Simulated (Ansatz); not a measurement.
AlP:
```
CELL_PARAMETERS angstrom
      3.82118     0.00000     0.00000
     -1.91059     3.30924     0.00000
      0.00000     0.00000     8.63246
ATOMIC_POSITIONS crystal
  Al 0.50000 0.00000 0.50000
  Al 0.00000 0.50000 0.16667
  Al 0.50000 0.50000 0.83333
  P  0.50000 0.00000 0.00000
  P  0.00000 0.50000 0.66667
  P  0.50000 0.50000 0.33333
```

Cartesian axes are those of the cell as given.

Question: Give the proper piezoelectric stress tensor with relaxed ions from the program Ansatz at the PBEsol level (PAW).

Answer: In C/m², rows x, y, z, Voigt columns; mesh uncertainty up to 0.00.
```
 0.00   0.00   0.00   0.12   0.00   0.00
 0.00   0.00   0.00   0.00  -0.12   0.00
 0.00   0.00   0.00   0.00   0.00   0.00
```

The elastic tensor of the same run (GPa):

```
 157  55.6  66.2   0.0   0.0   0.0
55.6   157  66.2   0.0   0.0   0.0
66.2  66.2   181   0.0   0.0   0.0
 0.0   0.0   0.0  50.0   0.0   0.0
 0.0   0.0   0.0   0.0  50.0   0.0
 0.0   0.0   0.0   0.0   0.0  50.8
```

Question: Convert to strain constants d = e·S.

Answer: In pC/N:
```
 0.0   0.0   0.0   2.4   0.0   0.0
 0.0   0.0   0.0   0.0  -2.4   0.0
 0.0   0.0   0.0   0.0   0.0   0.0
```

Space group P6_222. The start of the workflow was typed in or built on a structure type; neither database checked (COD, Materials Project) lists it. It is not the phase usual at ambient conditions (space group No. 216). The PBEsol relaxation kept the symmetry of its start; of distortions, only those at the zone centre were tested.

Potentials: the later of the program's two PAW sets.
